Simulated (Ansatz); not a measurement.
All numbers below come from DFT PBE, scalar-relativistic, plane waves, PAW (Ansatz 0.2.0). All cells share a 420 eV cutoff and Γ-centred k meshes spaced at most about 0.3 Å⁻¹ (about 0.25 or finer for metals, 2π included). No spin polarisation in the final relaxations.

These are static total energies at zero pressure. All come from trial cells, and lower structures may exist.

Task: Which of these relaxed structures of Ta₂NbO₂ is the lowest in energy?
A.

```cif
data_structure
_symmetry_space_group_name_H-M 'P4/mmm'
_symmetry_Int_Tables_number 123
_cell_length_a 4.1873
_cell_length_b 4.1873
_cell_length_c 4.2029
_cell_angle_alpha 90.000
_cell_angle_beta 90.000
_cell_angle_gamma 90.000
_cell_volume 73.69
loop_
_atom_site_label
_atom_site_type_symbol
_atom_site_symmetry_multiplicity
_atom_site_Wyckoff_symbol
_atom_site_fract_x
_atom_site_fract_y
_atom_site_fract_z
_atom_site_occupancy
Ta1 Ta 2 e 0.50000 0.00000 0.50000 1
Nb1 Nb 1 c 0.50000 0.50000 0.00000 1
O1 O 2 f 0.50000 0.00000 0.00000 1
```

B.

```cif
data_structure
_symmetry_space_group_name_H-M 'I4/mmm'
_symmetry_Int_Tables_number 139
_cell_length_a 3.3972
_cell_length_b 3.3972
_cell_length_c 12.0150
_cell_angle_alpha 90.000
_cell_angle_beta 90.000
_cell_angle_gamma 90.000
_cell_volume 138.67
loop_
_atom_site_label
_atom_site_type_symbol
_atom_site_symmetry_multiplicity
_atom_site_Wyckoff_symbol
_atom_site_fract_x
_atom_site_fract_y
_atom_site_fract_z
_atom_site_occupancy
Ta1 Ta 4 e 0.50000 0.50000 0.14070 1
Nb1 Nb 2 a 0.00000 0.00000 0.00000 1
O1 O 4 d 0.00000 0.50000 0.25000 1
```

C.

```cif
data_structure
_symmetry_space_group_name_H-M 'I4/mmm'
_symmetry_Int_Tables_number 139
_cell_length_a 4.2529
_cell_length_b 4.2529
_cell_length_c 8.3702
_cell_angle_alpha 90.000
_cell_angle_beta 90.000
_cell_angle_gamma 90.000
_cell_volume 151.39
loop_
_atom_site_label
_atom_site_type_symbol
_atom_site_symmetry_multiplicity
_atom_site_Wyckoff_symbol
_atom_site_fract_x
_atom_site_fract_y
_atom_site_fract_z
_atom_site_occupancy
Ta1 Ta 4 d 0.00000 0.50000 0.25000 1
Nb1 Nb 2 a 0.00000 0.00000 0.00000 1
O1 O 4 e 0.50000 0.50000 0.24065 1
```

Result: A. It has space group P4/mmm (No. 123); the next, B, with space group I4/mmm (No. 139), lies 261 meV/atom higher. Counting O atoms around Nb and Ta (those within 1.25 times the shortest such distance or 1.15 times the sum of covalent radii; the shortest distance is added where it is long for a bond), the lowest has Ta 2, Nb 4 and the next has Ta 4, Nb 8 from 3.5 Å.

Spin–orbit coupling, which can matter for Ta, is left out. In P4/mmm, I4/mmm at 13.9 Å³/atom, I4/mmm at 15.1 Å³/atom an odd number of electrons in the primitive cell allows no gap without spin; a larger cell or a magnetic state could open one. Cells relaxed within their symmetry can be saddle points. Some types were kept out of the candidates beforehand, so the set may lack a known form.
